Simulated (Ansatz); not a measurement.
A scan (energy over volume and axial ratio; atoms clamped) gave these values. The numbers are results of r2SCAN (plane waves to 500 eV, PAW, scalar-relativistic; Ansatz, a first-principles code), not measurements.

The shear modulus C′ = (C11 − C12)/2 (fit, atoms clamped) comes out as 14.0 GPa.

### Question
Of these crystals, all scanned alike, which one is it?
A) GaAs (zinc blende)
B) CsCl (CsCl type)
C) SnTe (rock salt)

### Answer
B, CsCl (CsCl type). The others have, for the shear modulus C′ = (C11 − C12)/2: GaAs 34 GPa, SnTe 62 GPa

All were relaxed with their symmetry unable to fall. Spin-orbit coupling is left out.

(Under strain, the slope of the energy per volume gives the stress and its curvature an elastic modulus.)
